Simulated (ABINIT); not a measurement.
ABINIT input for Hf, PBE with JTH PAW datasets:

```
pp_dirpath "./pseudo"
pseudos "Hf.GGA_PBE-JTH.xml"

acell 3*1.0 angstrom
rprim
    3.192379922693     0.000000000000     0.000000000000
   -1.596189961346     2.764682111583     0.000000000000
    0.000000000000     0.000000000000     5.045040000000
ntypat 1
znucl 72
natom 2
typat 1 1
xred
    0.333333000000     0.666667000000     0.250000000000
    0.666666333333     0.333333666667     0.750000000000
tolsym 1e-5
chksymtnons 0
chkprim 0

ecut 20
pawecutdg 40
pawovlp 20
ngkpt 14 14 8
nshiftk 1
shiftk 0 0 0
nband 15
occopt 3
tsmear 0.003
tolvrs 1e-10
nstep 90

nucefg 2
quadmom 3.37
nucfc 1
prtwf 0
prtden 0
prteig 0
prtebands 0
prtgsr 0
```

Geometry: a computed entry of the Materials Project; it was not checked against measured cells. It is Hf in P6₃/mmc. Stability against distortions was not tested. The run has no spin polarisation.

Each row changes or adds one setting. The quadmom values are sizes without sign and don't touch the SCF cycle. The limit is 90 steps. Cost ratios are rough, from a shared machine.  The run is metallic or nearly gapless at this level (smeared occupations).

```csv
setting typed,SCF steps,k-points,converged,rough cost ratio
as in the input,11,120,yes,about 1
diemac = 4,11,120,yes,about 1
diemac = 40,11,120,yes,about 1
diemix = 0.4,15,120,yes,about 1
diemix = 1.0,10,120,yes,about 1
iscf = 2,16,120,yes,about 1
nline = 1,78,120,yes,3
nline = 2,32,120,yes,2
nline = 8,10,120,yes,about 1
wfoptalg = 14,8,120,yes,about 1
```

Fewest SCF steps among converged rows: 8 (wfoptalg = 14); most steps: 78 (nline = 1). Steps of different solvers differ in work.
